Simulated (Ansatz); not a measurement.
**In₄O₅: hybrid runs under fixed and smeared occupations**

System: In₄O₅, a test cell of our own (not relaxed); the cell holds 9 atoms.

```
CELL_PARAMETERS angstrom
2.74350 1.58396 4.83667
-2.74350 1.58396 4.83667
0.00000 -3.16792 4.83667
ATOMIC_POSITIONS crystal
In 0.36382 0.35318 0.35178
In 0.14464 0.14570 0.14277
In 0.64316 0.63402 0.64505
In 0.85486 0.85805 0.85992
O 0.55163 0.95330 0.25196
O 0.94749 0.24107 0.54899
O 0.24796 0.54386 0.95940
O 0.45421 0.05097 0.75116
O 0.05290 0.75104 0.45286
```

Code: Ansatz (development build ahead of 0.2.0); PAW (an earlier, harder data set), plane waves, scalar-relativistic; no spin polarisation; cutoff 930 eV; k-mesh 1×1×1. A hybrid run begins with a PBE cycle under the same occupations; its iterations are summed over that start, the exchange cycles and any other fillings tried.

With one k-point the gap is the spacing of two levels at that point, not the band gap of the material; the mesh is far from converged, so the case tests the SCF and predicts nothing for the material.

Task: What does the run give with HSE06, fixed occupations?

Result: Converged in 27 iterations, gap on the mesh 6.05 eV.

Task: What does the run give with PBE, fixed occupations?

Result: Converged in 11 iterations, gap on the mesh 4.53 eV.

Task: What does the run give with PBE, Fermi–Dirac smearing 0.01 eV?

Result: Converged in 9 iterations, gap on the mesh 4.53 eV.

Task: What does the run give with HSE06, Fermi–Dirac smearing 0.01 eV?

Result: Converged in 26 iterations, gap on the mesh 6.05 eV.

HSE06 opens the gap by 1.52 eV against PBE; on one k-point part of that hangs on the q+G = 0 term of the exchange. With a gap this far above the smearing width, smeared and fixed occupations give the same result.
